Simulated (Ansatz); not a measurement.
MoN2:
```yaml
crystal:
  lattice:
    - [1.48375, 0.85664, 4.74596]
    - [-1.48375, 0.85664, 4.74596]
    - [0.00000, -1.71328, 4.74596]
  atoms:
    - { symbol: Mo, position: [0.99975, 0.99975, 0.99975] }
    - { symbol: N, position: [0.41038, 0.41038, 0.41038] }
    - { symbol: N, position: [0.25589, 0.25589, 0.25589] }
```
The run is spin-polarised; directions of the spins, atom by atom: 0 ↑ ↑.

Relaxed with r²SCAN+D4.

Problem. Which orbitals make up the states near the Fermi level in r²SCAN+D4 in the plane-wave PAW code Ansatz?

Solution. Within 0.5 eV of the Fermi level: Mo 4d 57 %, N 2p 39 %. Projections are on Löwdin-orthogonalised atomic valence shells; empty p or d shells of many metals are not among them.

Problem. Tabulate the density of states.

Solution. States/eV per cell of 3 atoms, in 0.25 eV bins, energy from the Fermi level.

| E (eV) | total | N 2p | Mo 4d | N 2s |
|---|---|---|---|---|
| -7.85 | 0.00 | 0.00 | 0.00 | 0.00 |
| -7.60 | 0.00 | 0.00 | 0.00 | 0.00 |
| -7.35 | 0.03 | 0.02 | 0.01 | 0.00 |
| -7.10 | 0.14 | 0.08 | 0.05 | 0.01 |
| -6.85 | 0.45 | 0.25 | 0.16 | 0.02 |
| -6.60 | 0.58 | 0.32 | 0.20 | 0.03 |
| -6.35 | 1.07 | 0.57 | 0.40 | 0.05 |
| -6.10 | 1.92 | 1.00 | 0.75 | 0.08 |
| -5.85 | 1.73 | 0.88 | 0.70 | 0.05 |
| -5.60 | 2.18 | 1.14 | 0.84 | 0.08 |
| -5.35 | 2.04 | 1.04 | 0.85 | 0.07 |
| -5.10 | 1.86 | 1.02 | 0.72 | 0.06 |
| -4.85 | 2.13 | 1.20 | 0.80 | 0.07 |
| -4.60 | 2.74 | 1.66 | 0.89 | 0.10 |
| -4.35 | 2.53 | 1.52 | 0.84 | 0.09 |
| -4.10 | 1.39 | 0.79 | 0.54 | 0.03 |
| -3.85 | 1.91 | 1.15 | 0.68 | 0.05 |
| -3.60 | 2.52 | 1.61 | 0.76 | 0.09 |
| -3.35 | 3.03 | 1.97 | 0.86 | 0.12 |
| -3.10 | 3.35 | 2.26 | 0.85 | 0.14 |
| -2.85 | 2.57 | 1.81 | 0.61 | 0.07 |
| -2.60 | 2.04 | 1.50 | 0.42 | 0.06 |
| -2.35 | 1.71 | 1.35 | 0.27 | 0.04 |
| -2.10 | 0.95 | 0.76 | 0.13 | 0.02 |
| -1.85 | 0.80 | 0.66 | 0.10 | 0.01 |
| -1.60 | 0.26 | 0.23 | 0.02 | 0.01 |
| -1.35 | 0.35 | 0.31 | 0.03 | 0.01 |
| -1.10 | 1.34 | 1.10 | 0.20 | 0.02 |
| -0.85 | 2.03 | 1.36 | 0.62 | 0.02 |
| -0.60 | 1.50 | 0.80 | 0.66 | 0.02 |
| -0.35 | 1.87 | 0.72 | 1.09 | 0.03 |
| -0.10 | 1.04 | 0.43 | 0.57 | 0.02 |
| 0.15 | 0.73 | 0.27 | 0.42 | 0.02 |
| 0.40 | 0.86 | 0.33 | 0.49 | 0.02 |
| 0.65 | 0.86 | 0.44 | 0.36 | 0.03 |
| 0.90 | 1.52 | 1.03 | 0.39 | 0.06 |
| 1.15 | 1.48 | 1.02 | 0.37 | 0.05 |
| 1.40 | 1.21 | 0.73 | 0.41 | 0.04 |
| 1.65 | 0.93 | 0.46 | 0.43 | 0.02 |
| 1.90 | 0.74 | 0.30 | 0.41 | 0.01 |
| 2.15 | 0.66 | 0.22 | 0.42 | 0.01 |
| 2.40 | 0.66 | 0.18 | 0.45 | 0.01 |
| 2.65 | 0.72 | 0.18 | 0.52 | 0.01 |
| 2.90 | 0.69 | 0.17 | 0.49 | 0.01 |
| 3.15 | 0.86 | 0.20 | 0.62 | 0.01 |
| 3.40 | 1.01 | 0.26 | 0.71 | 0.01 |
| 3.65 | 1.53 | 0.45 | 1.00 | 0.04 |
| 3.90 | 2.03 | 0.63 | 1.26 | 0.08 |
| 4.15 | 2.84 | 0.96 | 1.66 | 0.13 |
| 4.40 | 2.49 | 0.89 | 1.39 | 0.12 |
| 4.65 | 3.34 | 1.26 | 1.79 | 0.17 |

Space group R3m. The start of the workflow was typed in or built on a structure type; neither database checked (COD, Materials Project) lists it. Its standing as an ambient phase is unchecked. The cell was relaxed with r²SCAN+D4 under the symmetry of its start; its stability against distortions is not shown here. The final state is ferromagnetic, chosen from 2 collinear starts compared on coarse meshes (ties went to the first, and starts can fall back to one state), not a proven ground state. Its formation energy is positive at this level, so the cell may be metastable or incomplete. Other orbital occupations within this spin state were not tried. No Hubbard U is applied. Scalar-relativistic: spin–orbit coupling is off unless named, which matters more the heavier the elements.

Potentials: the later of the program's two PAW sets.
